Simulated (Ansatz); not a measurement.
Phonon dispersion of Ag at 1.02 times its equilibrium volume

Theory: DFT PBEsol, scalar-relativistic, plane waves, PAW in Ansatz 0.2.0. Plane waves to 420 eV; Γ-centred k mesh 20×20×20; Fermi-Dirac smearing of 0.15 eV. No spin polarisation. Phonons by linear response, acoustic sum rule imposed.

The cell, relaxed in shape and atoms at 1.02 times its equilibrium volume:
```xyz
1
Lattice="0.0000 2.0406 2.0406 2.0406 0.0000 2.0406 2.0406 2.0406 0.0000" Properties=species:S:1:pos:R:3 pbc="T T T"
Ag    0.0000    0.0000    0.0000
```

In a metal, frequencies and elastic constants depend on the k mesh and the smearing, soft modes and shear constants most. The q mesh is coarse, so values between its points are rough.

Force constants from linear response on a 2×2×2 q mesh.

Question: Is the structure dynamically stable on the q mesh?

Answer: Yes, on this mesh: no mode is imaginary.

Question: Give the frequencies (cm⁻¹) at the points of high symmetry.

Answer:
```tsv
point	q	frequencies
X	0.500 0.000 0.500	112 112 166
U	0.625 0.250 0.625	102 134 153
K	0.375 0.375 0.750	102 134 153
L	0.500 0.500 0.500	75 75 169
W	0.500 0.250 0.750	112 142 142
```

Cost: 1 run of about 1.3 core-minutes, on Arm Neoverse V2 (shared hosts).